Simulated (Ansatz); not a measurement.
LiNbO₃:
```yaml
crystal:
  lattice:
    - [2.59127, 1.49607, 4.54937]
    - [-2.59127, 1.49607, 4.54937]
    - [0.00000, -2.99214, 4.54937]
  atoms:
    - { symbol: Li, position: [0.75000, 0.75000, 0.75000] }
    - { symbol: Li, position: [0.25000, 0.25000, 0.25000] }
    - { symbol: Nb, position: [0.00000, 0.00000, 0.00000] }
    - { symbol: Nb, position: [0.50000, 0.50000, 0.50000] }
    - { symbol: O, position: [0.62958, 0.87042, 0.25000] }
    - { symbol: O, position: [0.37042, 0.12958, 0.75000] }
    - { symbol: O, position: [0.25000, 0.62958, 0.87042] }
    - { symbol: O, position: [0.75000, 0.37042, 0.12958] }
    - { symbol: O, position: [0.87042, 0.25000, 0.62958] }
    - { symbol: O, position: [0.12958, 0.75000, 0.37042] }
```

PBEsol in the plane-wave PAW code Ansatz gives a gap of 2.55 eV without spin–orbit coupling, maximum on the Γ–S0 line, 41 % of the way from Γ, minimum at F.

Question: What happens when spin–orbit coupling is switched on?

Answer: The gap stays essentially unchanged, to 2.55 eV; maximum on the Γ–S0 line, 41 % of the way from Γ, minimum at F.

Question: Give the electron effective mass with spin–orbit coupling.

Answer: 0.32, 0.53, 6.9 mₑ (principal values).

Question: Give the hole effective mass with spin–orbit coupling.

Answer: 1.3, 2.1, 2.1 mₑ (principal values).

Space group R-3c. The workflow started from a Materials Project entry (that database holds measured and hypothetical structures alike); the Crystallography Open Database files this formula in space group No. 167, but the cells were not matched. It is not the phase usual at ambient conditions (space group No. 161). The cell was relaxed with PBEsol under the symmetry of its start; its stability against distortions is not shown here. No spin polarisation was allowed.

Potentials: the earlier of the program's two PAW sets.
